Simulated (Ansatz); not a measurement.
**Two states of Eu**

```
Eu
1.0
     0.00000    0.00000    4.50494
    -4.50494    4.50494    0.00000
     2.25247    2.25247   -2.25247
Eu
2
Direct
  0.00000 0.00000 0.00000
  0.50000 0.50000 0.00000
```

The numbers come from plane-wave PAW DFT (Ansatz): PBE, 420 eV, 7×4×7 Γ-centred k points, fermi-dirac occupations (width 0.0142 eV). Nothing was relaxed.

State A: Eu1 up, Eu2 up (collinear spin). State B: Eu1 up, Eu2 down (collinear spin).

Which state is lower, and how do they differ?

State A is lower by 4.3 meV an atom at zero smearing. So small a gap isn't resolved on this mesh where a state is a metal.

| state | free energy (meV/atom) | largest moment in a small sphere (μB) | net moment (μB/cell) | gap on mesh (eV) | pressure (GPa) | largest force (eV/Å) |
| --- | --- | --- | --- | --- | --- | --- |
| A | 0.0 | 7.04 | 14.54 | metal | -0.9 | 0.00 |
| B | 4.5 | 7.00 | 0.00 | metal | -1.0 | 0.00 |

Origin: a database entry at a rescaled volume. Caveats: f shells without a U or exact exchange are poorly placed.
